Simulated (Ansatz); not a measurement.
The cell of Mn₂SiO₆ is invented: ordered vacancies on the cation sites of perovskite (Fm-3m, No. 225) (occupants of the shared sites, in ratio, Si: 1, vacant: 1). Lengths were set from tabulated atomic sizes, so they are only a guess.

```
Mn Si O
1.0
     0.00000    3.47196    3.47196
     3.47196    0.00000    3.47196
     3.47196    3.47196    0.00000
Mn Si O
2 1 6
Direct
  0.25000 0.25000 0.25000
  0.75000 0.75000 0.75000
  0.00000 0.00000 0.00000
  0.75000 0.25000 0.25000
  0.25000 0.75000 0.75000
  0.25000 0.75000 0.25000
  0.75000 0.25000 0.75000
  0.25000 0.25000 0.75000
  0.75000 0.75000 0.25000
```

The calculation used DFT PBE, scalar-relativistic, plane waves, PAW in Ansatz. Cutoff 420 eV, Gaussian smearing, Γ-centred meshes. Cell and atoms relax first on a coarse mesh and then on a finer one. In between, the cell is made exact in the group found at 0.06 Å. In metals the finer mesh still leaves noise of several meV/atom or more. The steps can't lower the symmetry of their start. Collinear spin, starting moments Mn 4.0 (×2) μB.

A guess keeps its type if space group and coordination stay and the shape of the cell changes little (axis ratios within about 15 %, angles within 6°); the volume may change.

Question: Does it keep its structure type, or change into something else?

Answer: It keeps its type. The symmetry stays Fm-3m (No. 225). The volume per atom grows by 4.6 %, from 9.3 to 9.7 Å³. The shortest distance goes from 1.74 Å (Si–O) to 1.72 Å (Si–O). Counting neighbours within 15 % of an atom's shortest distance, the start has Mn 12, O 1, Si 6 and the end Mn 12, O 1, Si 6.

The zero of energy is the elements' standard structures at the same level (O₂ as a molecule); no fitted shifts are applied.

Question: At what energy does it end?

Answer: −0.80 eV/atom. Whether it is stable depends on the other phases of the system, which aren't compared here.

The last run used collinear spin, a 10×10×10 mesh for its 9-atom cell and Gaussian smearing of 0.10 eV. In such compounds of Mn a zero gap at this level may well be an artefact, since no Hubbard U is applied. The magnetic state reached may not be the lowest. Symmetry constrained the relaxation, so the result can be a saddle point.
